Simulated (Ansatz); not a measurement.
NbAs (I4_1md), relaxed and computed with several functionals in Ansatz (plane waves, PAW).

```
functional  a (Å)   c (Å)  V (Å³/atom)
----------  -----  ------  -----------
PBE         3.473  11.750        17.72
r²SCAN      3.457  11.764        17.58
LDA         3.417  11.531        16.83
PBEsol          ?       ?            ?
```

Complete the blanks.


- PBEsol, a (Å): 3.439
- PBEsol, c (Å): 11.595
- PBEsol, V (Å³/atom): 17.14

All cells were relaxed under the symmetry of their starts (and spin orders); stability against distortions was not tested throughout. Named crystals with no word on spin ran without spin polarisation. Scalar-relativistic: spin–orbit coupling is off unless named, which matters more the heavier the elements.

Potentials: the earlier of the program's two PAW sets. The files were generated under PBE; for other functionals the program regenerates the frozen cores, and for LDA and PBEsol the local potential too.

Ansatz (a first-principles code) is a plane-wave DFT program.
